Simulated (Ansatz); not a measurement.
**Fields on a plane of HfO2 (fluorite)**

```
HfO2
1.0
    0.00000     2.54906     2.54906
    2.54906     0.00000     2.54906
    2.54906     2.54906     0.00000
Hf O
1 2
Direct
  0.00000   0.00000   0.00000
  0.25000   0.25000   0.25000
  0.75000   0.75000   0.75000
```

The slice is a {100} plane (indices of the conventional cell) through the point (0.250, 0.250, 0.250) (fractional), spanned by u = [100] and v = [0 1 -1] in vectors of this cell: u (3.60 Å) and v (3.60 Å, at 90° to u). It covers one period; positions are fractions (u, v).

Atoms on it: O at (0.00, 0.00); O at (0.50, 0.50).

These are PBE (plane waves to 420 eV, PAW, scalar-relativistic; Ansatz, a quantum-chemistry and plane-wave program) values and carry that method's errors. k mesh 11×11×11. Near the nuclei the fields are pseudised (PAW); where an atom keeps semicore shells as valence, they peak there. HfO2 is run without spin polarisation. HfO2 was relaxed with its symmetry unable to fall. Spin-orbit coupling is left out, though Hf is heavy. The PAW data are Ansatz's earlier set. This is a high-temperature form of HfO2.

```
|@@@@%%##**==--::..              ..::--==**##%%@@|
|@@%%%%##++==--....              ....--==++##%%%%|
|######**==--::..                  ..::--==**####|
|****++==--::....    ..........    ....::--==++**|
|======--::::..........::::::..........::::--====|
|------::..........::----------::..........::----|
|::::..........::::--==========--::::..........::|
|......    ....::--==++******++==--::....    ....|
|          ..::--==**##########**==--::..        |
|        ....--==++##%%%%@@%%%%##++==--....      |
|        ..::--==**##%%@@@@@@%%##**==--::..      |
|        ..::--==**##@@@@@@@@@@##**==--::..      |
|        ..::--==**##%%@@@@@@%%##**==--::..      |
|        ....--==++##%%%%@@%%%%##++==--....      |
|          ..::--==**##########**==--::..        |
|......    ....::--==++******++==--::....    ....|
|::::..........::::--==========--::::..........::|
|------::..........::----------::..........::----|
|======--::::..........::::::..........::::--====|
|****++==--::....    ..........    ....::--==++**|
|######**==--::..                  ..::--==**####|
|@@%%%%##++==--....              ....--==++##%%%%|
|@@@@%%##**==--::..              ..::--==**##%%@@|
|@@@@@@##**==--::..              ..::--==**##@@@@|
```
Scale: ten equal steps from -0.92 (start of ' ') to 0.94 (end of '@'), in the order ' .:-=+*#%@'. Values: log₁₀ of the valence density in e/Å³. The map has 24 points along u (two characters each, u = 0 at the left) and 24 along v (v = 0 in the bottom row). The scale is logarithmic, as a density can span decades between atoms and voids.

```tsv
v \ u	0.00	0.08	0.17	0.25	0.33	0.42	0.50	0.58	0.67	0.75	0.83	0.92
0.92	x	x	x	7.2	6.0	3.9	3.0	3.9	5.9	6.9	x	x
0.83	x	x	x	8.2	7.3	6.0	5.4	6.0	7.3	8.2	x	x
0.75	6.4	6.9	8.2	8.7	8.2	6.9	6.4	6.9	8.2	8.7	8.2	6.9
0.67	5.4	6.0	7.3	8.2	x	x	x	x	x	8.2	7.3	6.0
0.58	3.0	3.9	6.0	7.2	x	x	x	x	x	6.9	5.9	3.9
0.50	1.9	3.0	5.5	7.0	x	x	x	x	x	6.5	5.4	2.9
0.42	3.0	3.9	6.0	7.2	x	x	x	x	x	6.9	5.9	3.9
0.33	5.4	6.0	7.3	8.2	x	x	x	x	x	8.2	7.3	6.0
0.25	6.4	6.9	8.2	8.7	8.2	6.9	6.4	6.9	8.2	8.7	8.2	6.9
0.17	x	x	x	8.2	7.3	6.0	5.4	6.0	7.3	8.2	x	x
0.08	x	x	x	7.2	6.0	3.9	3.0	3.9	5.9	6.9	x	x
0.00	x	x	x	7.0	5.5	3.0	1.9	2.9	5.4	6.5	x	x
```

Values: electrostatic potential energy of an electron, from the cell's mean, in eV. Points within 0.9 Å of a nucleus are blanked (x), as the pseudised field means little there. The zero, the cell's mean, hangs on the PAW cores.
